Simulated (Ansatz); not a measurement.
SiC (wurtzite), relaxed and computed with several functionals in Ansatz (plane waves, PAW).

```
functional  a (Å)  c (Å)  V (Å³/atom)  gap (eV)  B₀ by P(V) fit (GPa)
----------  -----  -----  -----------  --------  --------------------
LDA         3.056  5.016        10.14      2.13                   231
PBE         3.092  5.074        10.50      2.31                   213
r²SCAN      3.076  5.049        10.34      2.65                   228
HSE06       3.071  5.036        10.29      3.17                   233
```

All cells were relaxed under the symmetry of their starts (and spin orders); stability against distortions was not tested throughout.

Potentials: the earlier of the program's two PAW sets. The files were generated under PBE; for other functionals the program regenerates the frozen cores, and for LDA and PBEsol the local potential too.

Ansatz (a first-principles code) is a plane-wave DFT program.
